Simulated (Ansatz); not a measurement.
Cs (bcc, W type)

```cif
data_Cs2
_chemical_formula_sum 'Cs2'
_space_group_name_H-M_alt 'Im-3m'
_space_group_IT_number 229
_space_group_name_Hall '-I 4 2 3'
_cell_length_a 6.15698
_cell_length_b 6.15698
_cell_length_c 6.15698
_cell_angle_alpha 90.000
_cell_angle_beta 90.000
_cell_angle_gamma 90.000
loop_
_atom_site_label
_atom_site_type_symbol
_atom_site_symmetry_multiplicity
_atom_site_Wyckoff_symbol
_atom_site_fract_x
_atom_site_fract_y
_atom_site_fract_z
_atom_site_occupancy
Cs1 Cs 2 a 0.00000 0.00000 0.00000 1
```
(The calculation used a cell of 1 atom; values per cell refer to that cell.)

Equation-of-state scan: isotropic scaling of the cell above, V₀ being its volume. Symmetry pins the atoms to their sites.

These are PBE (plane waves to 420 eV, PAW, scalar-relativistic; Ansatz, a first-principles code) values and carry that method's errors. k mesh 11×11×11 (Γ-centred), Fermi-Dirac smearing 0.05 eV. Energies are smeared free energies. Compression counts positive. Cs was relaxed with its symmetry unable to fall. ΔE is measured from the relaxed starting cell.

Question: What ΔE (meV/atom) and P (GPa) does the calculation give at V/V₀ = 0.920, 0.940, 0.960, 0.980, 1.020, 1.080?

Answer: 
| V/V₀ | ΔE (meV/atom) | P (GPa) |
|---|---|---|
| 0.920 | 5 | 0.2 |
| 0.940 | 3 | 0.1 |
| 0.960 | 1 | 0.1 |
| 0.980 | 0 | 0.0 |
| 1.020 | 0 | 0.0 |
| 1.080 | 4 | -0.1 |

(Under strain, the slope of the energy per volume gives the stress and its curvature an elastic modulus.)
